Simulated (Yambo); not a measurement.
BSE-type run in Yambo on K₂LiRhF₆ (space group Fm-3m, No. 225), at zero momentum.

Quantum ESPRESSO step (LDA, PseudoDojo standard norm-conserving files, scalar-relativistic):
```
&CONTROL
  calculation = 'nscf'
  pseudo_dir = './pseudo'
  outdir = './out'
/
&SYSTEM
  ibrav = 0
  nat = 10
  ntyp = 4
  ecutwfc = 88.0
  ecutrho = 352.0
  occupations = 'fixed'
  force_symmorphic = .true.
  nbnd = 91
/
&ELECTRONS
  conv_thr = 1e-08
  diago_full_acc = .true.
  diago_thr_init = 1e-08
/
ATOMIC_SPECIES
Li 6.9400 Li.upf
F 18.9984 F.upf
K 39.0983 K.upf
Rh 102.9055 Rh.upf
CELL_PARAMETERS angstrom
  0.000000000000   4.005895000000   4.005895000000
  4.005895000000   0.000000000000   4.005895000000
  4.005895000000   4.005895000000   0.000000000000
ATOMIC_POSITIONS crystal
Li   0.500000000000   0.500000000000   0.500000000000
F   0.751990000000   0.248010000000   0.248010000000
F   0.248010000000   0.751990000000   0.751990000000
F   0.248010000000   0.751990000000   0.248010000000
F   0.751990000000   0.248010000000   0.751990000000
F   0.248010000000   0.248010000000   0.751990000000
F   0.751990000000   0.751990000000   0.248010000000
K   0.750000000000   0.750000000000   0.750000000000
K   0.250000000000   0.250000000000   0.250000000000
Rh   0.000000000000   0.000000000000   0.000000000000
K_POINTS automatic
4 4 4 0 0 0
```

Yambo input:
```
rim_cut
optics
bse
bss
dipoles
em1s
RandQpts= 1000000
RandGvec= 1 Ry
FFTGvecs= 40 Ry
Chimod= "HARTREE"
BSKmod= "SEX"
BSEmod= "resonant"
BSSmod= "hs"
BSENGexx= 15 Ry
BSENGBlk= 3 Ry
% KfnQP_E
 3.622 | 1.0 | 1.0 |
%
% BSEQptR
 1 | 1 |
%
% BSEBands
 21 | 45 |
%
% BEnRange
 0.0 | 12.6 | eV
%
% BDmRange
 0.15 | 0.15 | eV
%
BEnSteps= 252
% BLongDir
 1.0 | 0.0 | 0.0 |
%
BSHayTrs= -0.02
BSSNEig= 24
WRbsWF
% BndsRnXs
 6 | 87 |
%
NGsBlkXs= 3 Ry
% LongDrXs
 1.0 | 1.0 | 1.0 |
%
```

From the report:

The dimension is k points × valence × conduction bands = 64 × 20 × 5 = 6400.
```
   [SLEPC] Approach                          : Krylov-Schur
   [SLEPC] Number of requested eigenvalues   :  24
   [SLEPC] Number of eigenvalues        [NEV]:  24
    [K] Dimension                                    :   6400
    [K] Bands                                        :   21   45
    [K] Exchange res                                 : yes
    [K] Correlation res                              : yes
    [K] W interaction is bare                        : no
    [K] RL vectors exchange                          :   893
    [K] RL vectors correlation                       :   89
    [W] Matrix size                                  :   89
    [W] Bands                                        :    6   87
    [W] Coulomb Cutoff                               : none
    [W] Hxc Kernel                                   : HARTREE
```

Spin-orbit coupling is not included.

Geometry of the Materials Project entry, not relaxed at this level.

The structure is a Materials Project entry; no match was found in the copy of COD used, and its stability was not checked.
